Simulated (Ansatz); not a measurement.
Bands of NbRh

```xyz
2
Lattice="2.8420 0.0000 0.0000 0.0000 2.8420 0.0000 0.0000 0.0000 3.8090" Properties=species:S:1:pos:R:3 pbc="T T T"
Nb    0.0000    0.0000    0.0000
Rh    1.4210    1.4210    1.9045
```

Atoms are numbered in the order listed.

The cell is COD entry 2310202, as deposited and not checked against the literature; nothing was relaxed.

The calculation used Ansatz 0.2.0, DFT, PBEsol, all-electron LAPW, scalar-relativistic.

The runs use a Γ-centred 14×14×11 k mesh, Fermi–Dirac smearing of 0.05 eV, basis error target 1 meV/atom, no spin polarisation.

Points in fractions of the reciprocal vectors of this cell: Γ (0, 0, 0), X (0, 0.5, 0), M (0.5, 0.5, 0), Z (0, 0, 0.5), R (0, 0.5, 0.5), A (0.5, 0.5, 0.5). The path joins them by straight lines in the order Γ–X–M–Γ–Z–R–A–Z–X; legs that retrace an earlier one aren't tabulated. Energies are in eV from the Fermi level.

Task: Is there a gap?

Result: none: bands cross the Fermi level, a metal.

Task: List the levels between -20 and 3 eV at the symmetry points.

Result: 
Γ: -7.13, -5.53, -5.03, -2.27 (×2), -0.93, -0.69, 1.20
X: -3.88, -3.18, -3.11, -3.00, -1.81, -1.61, -1.47, -1.31, 1.23, 2.58, 2.82
M: -5.58, -5.40, -4.93 (×2), 0.55, 1.40
Z: -4.85, -4.38, -4.12, -2.46, -1.53 (×2), -1.49, -0.52, 1.29, 1.92 (×2)
R: -5.33, -5.09, -2.54, -2.41, -2.40, -0.41, 1.02, 1.05, 1.61
A: -4.11, -3.53, -3.19 (×2), -1.95 (×2), -1.31, 0.55, 2.74
